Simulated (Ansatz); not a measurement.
SnO: from a starting cell to a relaxed one

The start is a relaxed SnO cell displaced along its unstable phonon at q = (½, 0, 0) of its primitive reciprocal cell (50i cm⁻¹), largest move 0.15 Å. Cell shape, volume and atoms are optimised at zero target pressure with r2SCAN (plane waves to 500 eV, PAW, scalar-relativistic; Ansatz, a first-principles code). The first steps use a coarse 4×7×4 k-mesh.

Starting cell:
```yaml
crystal:
  lattice:
    - [6.39537, 0.00000, 0.00000]
    - [0.00000, 3.19768, 0.00000]
    - [0.00000, 0.00000, 6.24874]
  atoms:
    - { symbol: Sn, position: [0.00000, 0.45309, 0.00000] }
    - { symbol: Sn, position: [0.50000, 0.54691, 0.00000] }
    - { symbol: Sn, position: [0.25000, 0.00000, 0.50000] }
    - { symbol: Sn, position: [0.75000, 0.00000, 0.50000] }
    - { symbol: O, position: [0.25000, 0.50000, 0.25000] }
    - { symbol: O, position: [0.75000, 0.50000, 0.25000] }
    - { symbol: O, position: [0.25000, 0.50000, 0.75000] }
    - { symbol: O, position: [0.75000, 0.50000, 0.75000] }
```

Largest initial force: about 0.1 eV/Å, on Sn1, Sn2 (atoms numbered as listed)
Energy released: 0.05 eV/atom
Volume change: -2.4 %, from 15.97 to 15.59 Å³/atom
Shortest distances (start → end): The closest pairs of elements (up to four, under 3.6 Å), start → end: O–Sn 2.24 → 2.22 Å; O–O 3.12 → 2.92 Å; Sn–Sn 3.20 → 3.01 Å
Band gap at the end: no gap (metallic)
Optimiser moves: 15

Final structure:

```cif
data_O4Sn4
_chemical_formula_sum 'Sn4 O4'
_space_group_name_H-M_alt 'Pmma'
_space_group_IT_number 51
_space_group_name_Hall '-P 2a 2a'
_cell_length_a 6.01505
_cell_length_b 5.89250
_cell_length_c 3.51948
_cell_angle_alpha 90.000
_cell_angle_beta 90.000
_cell_angle_gamma 90.000
loop_
_atom_site_label
_atom_site_type_symbol
_atom_site_symmetry_multiplicity
_atom_site_Wyckoff_symbol
_atom_site_fract_x
_atom_site_fract_y
_atom_site_fract_z
_atom_site_occupancy
Sn1 Sn 2 e 0.25000 0.00000 0.70923 1
Sn2 Sn 2 b 0.00000 0.50000 0.00000 1
O1 O 4 h 0.50000 0.24803 0.50000 1
```

Final values are on a 8×8×13 k-mesh of the relaxed cell. No spin polarisation in the result.

The run could not lose the symmetry of its start: the end is stationary, and may be a saddle point rather than a minimum.

The relaxed structure here is a generated cell of SnO: the first start was made by placing the elements on the sites of a structure type, and the end was not matched to a known phase here, so it may be hypothetical. Known forms of SnO include space group No. 129.
